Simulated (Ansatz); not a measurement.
**Sn₂Pb₃Se₅ (R-3m) at 3 levels of theory**

One geometry, relaxed with PBE; plane waves with PAW potentials in Ansatz, scalar-relativistic. No spin polarisation. Gaps are the least over mesh and band path; pressure is positive in compression.

```cif
data_structure
_symmetry_space_group_name_H-M 'R-3m:H'
_symmetry_Int_Tables_number 166
_cell_length_a 4.3531
_cell_length_b 4.3531
_cell_length_c 53.3490
_cell_angle_alpha 90.000
_cell_angle_beta 90.000
_cell_angle_gamma 120.000
_cell_volume 875.51
loop_
_atom_site_label
_atom_site_type_symbol
_atom_site_symmetry_multiplicity
_atom_site_Wyckoff_symbol
_atom_site_fract_x
_atom_site_fract_y
_atom_site_fract_z
_atom_site_occupancy
Sn1 Sn 6 c 0.00000 0.00000 0.69896 1
Pb1 Pb 6 c 0.33333 0.66667 0.76533 1
Pb2 Pb 3 b 0.66667 0.33333 0.83333 1
Se1 Se 6 c 0.66667 0.33333 0.73107 1
Se2 Se 3 a 0.00000 0.00000 0.00000 1
Se3 Se 6 c 0.33333 0.66667 0.86736 1
```

| level | cutoff (eV) | k mesh | gap (eV) | pressure (GPa) |
| --- | --- | --- | --- | --- |
| PBE | 420 | 12×12×12 | 0.03 | 0.0 |
| r2SCAN | 500 | 12×12×12 | 0.24 | -1.0 |
| LDA | 420 | 12×12×12 | 0 | -4.2 |

Spin-orbit coupling matters for the bands of heavy elements and is left out.

The structure comes from a generated guess; another structure or a mixture of phases may lie lower.
